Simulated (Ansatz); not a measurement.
Te2Mo:
```
CELL_PARAMETERS angstrom
      3.35483     0.00000     0.00000
      0.00000     6.26935     0.00000
      0.00000     0.00000    34.00000
ATOMIC_POSITIONS crystal
  Te 0.75000 0.06805 0.45664
  Te 0.25000 0.57757 0.43984
  Mo 0.75000 0.68208 0.49750
  Te 0.25000 0.93195 0.54336
  Te 0.75000 0.42243 0.56016
  Mo 0.25000 0.31792 0.50250
```
The layer is periodic in x and y and isolated along z.

Relaxed with LDA. Special points in fractions of this cell's reciprocal vectors: Γ (0.000, 0.000, 0.000); X (0.500, 0.000, 0.000); S (0.500, 0.500, 0.000); Y (0.000, 0.500, 0.000).

**Question.** List the band energies nearest the Fermi level at these points for LDA (plane waves, PAW; program Ansatz).

**Answer.** In eV from the Fermi level; about four levels below and three above (degenerate sets whole), none deeper than 8.9 eV; points with the same levels are listed once.

| k | below | above |
|---|---|---|
| Γ | -1.55 -1.22 -0.51 -0.46 | 0.39 0.50 1.26 |
| X | -1.81 -1.81 -1.57 -1.57 | 1.13 1.13 1.54 1.54 |
| S | -1.83 -1.83 -0.97 -0.97 | 1.14 1.14 1.81 1.81 |
| Y | -1.05 -0.77 -0.52 -0.11 | 1.33 1.36 1.84 |

Space group P2_1/m (1T′). A layer that has been made, often on a substrate. The LDA relaxation kept the symmetry of its start; whether a distortion lowers the energy is not shown. The run is not spin-polarised. Scalar-relativistic: spin–orbit coupling is off unless named, which matters more the heavier the elements.

Potentials: the later of the program's two PAW sets.
